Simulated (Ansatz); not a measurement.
Phonons of Y (hcp, Mg type) at Γ, M = (0.5, 0.0, 0.0), A = (0.0, 0.0, 0.5), L = (0.5, 0.0, 0.5).

Y (hcp, Mg type)

```
Y
1.0
    3.65568     0.00000     0.00000
   -1.82784     3.16591     0.00000
    0.00000     0.00000     5.67880
Y
2
Direct
  0.33333   0.66667   0.75000
  0.66667   0.33333   0.25000
```

Level of theory: PBE (plane waves to 420 eV, PAW, scalar-relativistic; Ansatz, a program for electronic structure). Harmonic phonons by density-functional perturbation theory on a 16×16×8 k mesh, in cm⁻¹ and rounded to 5; i marks imaginary ones, q is in fractions of the reciprocal vectors of the cell shown, and the three acoustic modes at Γ are left out. The PAW data are Ansatz's earlier set. Y is run without spin polarisation. Y was relaxed with its symmetry unable to fall.

```tsv
q	wavenumbers (cm⁻¹)
Γ	90 (×2), 150
M = (0.5, 0.0, 0.0)	75, 90, 120, 135, 140, 140
A = (0.0, 0.0, 0.5)	60 (×4), 110 (×2)
L = (0.5, 0.0, 0.5)	90 (×2), 100 (×2), 135 (×2)
```

The structure shows no imaginary mode at these points (lowest 60 cm⁻¹ at A = (0.0, 0.0, 0.5)); other wave vectors were not tested.

Highest mode: 150 cm⁻¹ at Γ.
